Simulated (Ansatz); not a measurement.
A geometry of Nb away from equilibrium: step 2 of the relaxation of a randomly generated symmetric cell of Nb (space group No. 4). All values below come from r2SCAN (plane waves to 500 eV, PAW, scalar-relativistic; Ansatz, a first-principles code). Γ-centred k-mesh 9×10×5 on the run's cell (coarser than for final values), Fermi–Dirac smearing 0.05 eV. The plane waves were selected for a different cell earlier on the path.

```
CELL_PARAMETERS angstrom
      3.87464     0.00000    -0.08814
      0.00000     3.17986     0.00000
     -2.01157     0.00000     6.53632
ATOMIC_POSITIONS crystal
  Nb 0.65244 0.89096 0.35641
  Nb 0.34756 0.39096 0.64359
  Nb 0.89024 0.36701 0.11376
  Nb 0.10976 0.86701 0.88624
```

**Question.** What forces act on the atoms (eV/Å)?

**Answer.** 
```csv
atom,Fx,Fy,Fz
Nb1,-0.98,-0.19,1.33
Nb2,0.98,-0.19,-1.33
Nb3,-0.83,0.19,1.06
Nb4,0.83,0.19,-1.06
```

The path ends in Im-3m (No. 229) (bcc (W type)). No spin polarisation in the result.

The run could not lose the symmetry of its start; a randomly shaken copy of 2 atoms returns to this structure.
